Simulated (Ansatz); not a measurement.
Relaxed Sb (A7 type, space group R-3m):

```xyz
2
Lattice="2.1608 1.2475 3.6797 -2.1608 1.2475 3.6797 0.0000 -2.4951 3.6797" Properties=species:S:1:pos:R:3 pbc="T T T"
Sb     0.0000     0.0000     2.6095
Sb     0.0000     0.0000     8.4295
```

All values below come from PBE-D3(BJ) (plane waves to 420 eV, PAW, scalar-relativistic; Ansatz, a first-principles code). k mesh 11×11×11 (Γ-centred), Fermi-Dirac smearing 0.05 eV. With partly filled bands, energies and forces of such displacements shift with the k mesh and the smearing. Sb was relaxed with its symmetry unable to fall. Spin-orbit coupling is left out, though Sb is heavy. The PAW data are Ansatz's earlier set.

One atom of the cell was then moved (with its periodic images), all else fixed, and the forces (eV/Å) came out as:

```tsv
atom	Fx	Fy	Fz
Sb1	-0.572	-0.201	0.404
Sb2	0.572	0.201	-0.404
```

With two atoms only their relative shift counts; take Sb2 as fixed.

Q: Which atom was moved, and by which vector (Å)?

A: Sb1, by (0.24, 0.00, 0.00), 0.24 Å in all.

(A displaced cell: forces are minus the slopes of the energy, force constants its curvatures, and phonons follow from these.)
